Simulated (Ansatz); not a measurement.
One crystal and one scan (frozen-phonon scan) at two levels, PBE (plane waves to 420 eV, PAW, scalar-relativistic; Ansatz, a program for electronic structure) and r2SCAN (plane waves to 500 eV, PAW, scalar-relativistic; Ansatz), each from its own relaxed cell and on its own mesh.

The crystal is BN (zinc blende); a phonon pattern at L = (0.5, 0.0, 0.0) is frozen into a 4-atom cell, Q being the largest atomic displacement.

BN was relaxed with its symmetry unable to fall. (PBE) Left out: 2 of 13 points, with atoms too close for the PAW data. (r2SCAN) Left out: 2 of 13 points, with atoms too close for the PAW data. Both scans cover Q from -0.233 to 0.233 Å.

```
quantity                                                                                  run 1  run 2
----------------------------------------------------------------------------------------  -----  -----
Lattice constant a (Å)                                                                    3.625  3.610
Energy at Q = 0.233 Å (meV/cell)                                                           4017   4373
Harmonic wavenumber from the curvature (finite differences) (cm⁻¹ (negative: imaginary))    954    978
```

Task: Which run is which level?

Result: Run 1 is PBE, run 2 is r2SCAN. PBE gives the higher value for: lattice constant a. PBE gives the lower value for: energy at Q = 0.233 Å; harmonic wavenumber from the curvature. Both give the same space group of the distorted cell: R3m (No. 160), lowered from F-43m.

(A displaced cell: forces are minus the slopes of the energy, force constants its curvatures, and phonons follow from these.)
